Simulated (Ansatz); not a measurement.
The start is a generated cell, HfN built in the AFLOW prototype AB_oP8_62_c_c (B16, as in GeS). The cell and all atomic positions are relaxed at zero pressure with r2SCAN (plane waves to 500 eV, PAW, scalar-relativistic; Ansatz, an electronic-structure program). The first steps use a coarse 3×7×6 k-mesh.

Starting cell:
```yaml
crystal:
  lattice:
    - [9.40927, 0.00000, 0.00000]
    - [0.00000, 3.28692, 0.00000]
    - [0.00000, 0.00000, 3.87387]
  atoms:
    - { symbol: Hf, position: [0.37500, 0.25000, 0.33300] }
    - { symbol: Hf, position: [0.87500, 0.25000, 0.16700] }
    - { symbol: Hf, position: [0.62500, 0.75000, 0.66700] }
    - { symbol: Hf, position: [0.12500, 0.75000, 0.83300] }
    - { symbol: N, position: [0.13900, 0.25000, 0.38900] }
    - { symbol: N, position: [0.63900, 0.25000, 0.11100] }
    - { symbol: N, position: [0.86100, 0.75000, 0.61100] }
    - { symbol: N, position: [0.36100, 0.75000, 0.88900] }
```

```json
{
  "largest_initial_force": "about 1.8 eV/Å, on Hf1, Hf2, Hf3, Hf4 (atoms numbered as listed)",
  "energy_released": "0.82 eV/atom",
  "volume_change": "-22.6 %, from 14.98 to 11.59 Å³/atom",
  "optimiser_moves": "13"
}
```

The end point of the relaxation:

```cif
data_Hf4N4
_chemical_formula_sum 'Hf4 N4'
_space_group_name_H-M_alt 'Fm-3m'
_space_group_IT_number 225
_space_group_name_Hall '-F 4 2 3'
_cell_length_a 4.52586
_cell_length_b 4.52586
_cell_length_c 4.52586
_cell_angle_alpha 90.000
_cell_angle_beta 90.000
_cell_angle_gamma 90.000
loop_
_atom_site_label
_atom_site_type_symbol
_atom_site_symmetry_multiplicity
_atom_site_Wyckoff_symbol
_atom_site_fract_x
_atom_site_fract_y
_atom_site_fract_z
_atom_site_occupancy
Hf1 Hf 4 b 0.50000 0.50000 0.50000 1
N1 N 4 a 0.00000 0.00000 0.00000 1
```
(The calculation used a cell of 2 atoms; values per cell refer to that cell.)

Final values are on a 18×18×18 k-mesh of the relaxed cell. No spin polarisation in the result. The relaxed primitive cell holds an odd number of electrons. A magnetic state may lie lower.

The run could not lose the symmetry of its start; a randomly shaken copy of 4 atoms returns to this structure.
